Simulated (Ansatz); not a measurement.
Cu$_{2}$O: from a starting cell to a relaxed one

The start is a generated cell, Cu2O placed in the CdI2 structure type. A full variable-cell relaxation at zero pressure is run with PBE (plane waves to 420 eV, PAW, scalar-relativistic; Ansatz, a quantum-chemistry and plane-wave program). The first steps use a coarse 10×10×6 k-mesh.

Initial structure:
```
Cu2O
1.0
    2.67989     0.00000     0.00000
   -1.33994     2.32085     0.00000
    0.00000     0.00000     4.32322
O Cu
1 2
Direct
  0.00000   0.00000   0.00000
  0.33333   0.66667   0.25200
  0.66667   0.33333   0.74800
```

```json
{
 "initial_pressure": "+59 GPa (positive: the cell is compressed)",
 "largest_initial_force": "about 5.0 eV/Å, on Cu2, Cu3 (atoms numbered as listed)",
 "outcome": "The space group stays P-3m1 (No. 164) (the run could not lower it); the end is anti-CdI2 type, with 3 atoms in the primitive cell",
 "volume_change": "+18.2 %, from 8.96 to 10.59 Å³/atom",
 "Shortest distances (start → end)": "The closest pairs of elements (up to four, under 3.6 Å), start → end: Cu–O 1.89 → 2.10 Å; Cu–Cu 2.64 → 2.50 Å; O–O 2.68 → 2.86 Å",
 "band_gap_at_the_end": "zero (metallic)",
 "optimiser_moves": "16"
}
```

Final values are on a 19×19×11 k-mesh of the relaxed cell. No spin polarisation in the result. No Hubbard U is applied.

The run could not lose the symmetry of its start; a randomly shaken copy of 6 atoms returns to this structure.

The relaxed structure here is a generated cell of Cu2O: the first start was made by placing the elements on the sites of a structure type, and the end was not matched to a known phase here, so it may be hypothetical. Known forms of Cu2O include space group No. 224.
